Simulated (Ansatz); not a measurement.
An Ansatz (a quantum-chemistry and plane-wave program) input:

Ansatz 0.2 input:
```yaml
crystal:
  lattice:
    - [0.0, 5.5982053811, 5.5982053811]
    - [5.5982053811, 0.0, 5.5982053811]
    - [5.5982053811, 5.5982053811, 0.0]
  atoms:
    - { symbol: Rb, position: [0.75, 0.75, 0.75] }
    - { symbol: Rb, position: [0.25, 0.25, 0.25] }
    - { symbol: Na, position: [0.5, 0.5, 0.5] }
    - { symbol: Tl, position: [0.0, 0.0, 0.0] }
    - { symbol: Br, position: [0.7550375553, 0.2449624447, 0.2449624447] }
    - { symbol: Br, position: [0.2449624447, 0.7550375553, 0.7550375553] }
    - { symbol: Br, position: [0.2449624447, 0.7550375553, 0.2449624447] }
    - { symbol: Br, position: [0.7550375553, 0.2449624447, 0.7550375553] }
    - { symbol: Br, position: [0.2449624447, 0.2449624447, 0.7550375553] }
    - { symbol: Br, position: [0.7550375553, 0.7550375553, 0.2449624447] }
kpoints:
  mp_grid: { grid: [4, 4, 4] }
  band_path:
    path:
      - [[0.0, 0.0, 0.0], [0.5, 0.0, 0.5], [0.625, 0.25, 0.625]]  # Γ-X-U
      - [[0.375, 0.375, 0.75], [0.0, 0.0, 0.0], [0.5, 0.5, 0.5], [0.5, 0.25, 0.75], [0.5, 0.0, 0.5]]  # K-Γ-L-W-X
      - [VBM, CBM]
    npoints: 12
hamiltonian:
  xc: r2scan
  pseudopotentials: { kind: paw }
magnetization: { noncollinear: true, spin_orbit: true }
scf:
  n_extra_bands: 20
  convergence: { dr2_threshold: 0.0000000001 }
  occupations: { method: gaussian, width: 0.01 }
checkpoint: { write: soc.run }
output: { eigenvalues: true }
```

Task: How many symmetry operations and irreducible k-points will the run report?

Result: 48 operations, 8 of 64 k-points.

Task: With a cutoff of 500 eV, how many plane waves at Γ?

Result: 8873.

It took very roughly 21 core-minutes on shared server cores.

Space group Fm-3m. The workflow started from a Materials Project entry (that database holds measured and hypothetical structures alike); the Crystallography Open Database copy checked does not list it. Whether it is the stable phase at ambient conditions was not checked. The r²SCAN relaxation kept the symmetry of its start; its stability against distortions is not shown here.

Potentials: the later of the program's two PAW sets.

Ansatz is a plane-wave DFT program.
